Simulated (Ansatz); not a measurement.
Ansatz run, LaRu$_{2}$

The input, for Ansatz 0.2.0 (plane waves, PAW):

```yaml
crystal:
  lattice:
    - [0.0, 3.90671331, 3.90671331]
    - [3.90671331, 0.0, 3.90671331]
    - [3.90671331, 3.90671331, 0.0]
  atoms:
    - { symbol: Ru, position: [0.625, 0.625, 0.625] }
    - { symbol: Ru, position: [0.125, 0.625, 0.625] }
    - { symbol: Ru, position: [0.625, 0.625, 0.125] }
    - { symbol: Ru, position: [0.625, 0.125, 0.625] }
    - { symbol: La, position: [0.0, 0.0, 0.0] }
    - { symbol: La, position: [0.25, 0.25, 0.25] }
  symmetry: { tolerance: 0.0003 }
kpoints:
  mp_grid: { grid: [8, 8, 8], shift: [0, 0, 0] }
  band_path:
    path:
      - [0.0, 0.0, 0.0]
      - [0.5, 0.0, 0.5]
      - [0.625, 0.25, 0.625]
      - [0.375, 0.375, 0.75]
      - [0.0, 0.0, 0.0]
      - [0.5, 0.5, 0.5]
      - [0.5, 0.25, 0.75]
      - [0.5, 0.0, 0.5]
    npoints: 8
magnetization:
  spin_polarized: false
scf:
  occupations: { method: fermi_dirac, width: 0.0144 }
  lower_state_search: "off"
  max_iter: 200
hamiltonian:
  pseudopotentials: { kind: paw }
  xc: r2scan
basis:
  ecutwfc: 500
  fft_grid_basis: typed
output:
  forces: true
  stress: true
  eigenvalues: true
  bader: true
  populations: true
  elf: true
  write_potential: true
  volumetric_format: npy
  dos:
    e_range: [-12, 8]
    de: 0.05
    projected: { site_lists: { La: [La], Ru: [Ru] } }
checkpoint:
  read: saved_state
```

The saved state is an earlier solution for the same cell, perhaps on another mesh. 

Parts of the output:

```
Free energy (F): -36092.6186 eV
Harris-Foulkes:  -36092.6186 eV  (|F-HF|=2.00e-8)
Internal energy: -36092.6121 eV  (E = F + TS)
E sigma→0 (E₀):  -36092.6154 eV
Entropy (-TS):   -0.0065 eV (-1.083 meV/atom)
Fermi energy:    17.0235 eV
--- Per-component energies (eV) ---
  E_band       = -576.2933
  E_kinetic    = 2442.3881
  E_local      = -7687.2159  (includes V_loc(G=0)·N_el)
  E_nonlocal   = 1566.6065
  E_hartree    = 2720.0131
  E_xc         = -998.5587
  E_vxc        = -1385.0029  (∫ρ·V_xc dr)
  E_paw        = -24794.5570  (= ΣΔE_a)
  E_vpaw       = -1045.0606  (= ΣTr[D̂ρ^β])
  E_aug_tail   = 0.0003  (compensation charges beyond the density's cutoff)
  E_vtau       = 91.9835  (kinetic-family band-sum trace: ∫τ·v_τ [+ j·A + Jᵃ·Aᵃ] dr)
  E_ewald      = -9340.1817
  E_core_change = -1.1068  (= ΣΔE_core)
  E_smearing   = -0.0065  (= −TS)
--- Stress (GPa, compression-positive) ---
       -7.3229       0.0000       0.0000
        0.0000      -7.3229       0.0000
        0.0000       0.0000      -7.3229
  P = ⅓ Tr σ = -7.3229 GPa (-73.229 kbar)
```

Absolute energies hang on the potentials; compare differences alone.

Origin: a database entry at a rescaled volume. Caveats: many states at the Fermi level without spin polarisation, so a magnetic state may lie lower; f levels without a U or exact exchange are poorly placed.
